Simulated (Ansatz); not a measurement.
A geometry of CsSnI₃ away from equilibrium: step 2 of the relaxation of a relaxed CsSnI3 cell shaken by Gaussian noise of σ = 0.08 Å a coordinate. Level of theory: PBEsol (plane waves to 420 eV, PAW, scalar-relativistic; Ansatz, an electronic-structure program). Γ-centred k-mesh 4×4×4 on the run's cell (coarser than for final values), Fermi–Dirac smearing 0.05 eV.

```
CELL_PARAMETERS angstrom
      4.38372     2.52169     6.92431
     -4.36569     2.51867     6.91403
      0.00640    -5.04477     6.92078
ATOMIC_POSITIONS crystal
  Cs 0.23585 0.23331 0.27784
  Cs 0.74018 0.75601 0.75673
  Sn 0.00101 0.98611 0.00424
  Sn 0.49250 0.50128 0.49620
  I  0.69331 0.79827 0.25782
  I  0.25327 0.68881 0.81610
  I  0.80232 0.23893 0.69853
  I  0.30801 0.18403 0.75465
  I  0.75226 0.31062 0.19078
  I  0.18377 0.74682 0.31901
```

Task: Give the Cartesian forces on all atoms (eV/Å).

Result: 
```
atom     Fx     Fy     Fz
----  -----  -----  -----
Cs1    0.02   0.10   0.00
Cs2    0.04  -0.01   0.00
Sn3   -0.22   0.15   0.07
Sn4    0.24  -0.10   0.05
I5    -0.04  -0.01   0.01
I6     0.10   0.01  -0.09
I7    -0.02  -0.09   0.02
I8    -0.09  -0.01  -0.02
I9    -0.01  -0.06  -0.01
I10   -0.03   0.02  -0.01
```

Task: What is the pressure?

Result: -0.1 GPa, compression positive.

No spin polarisation in the result.

The end of the path is a generated cell of CsSnI3: the first start was made by placing the elements on the sites of a structure type, and the end was not matched to a known phase here, so it may be hypothetical. Known forms of CsSnI3 include space group No. 62, 221.
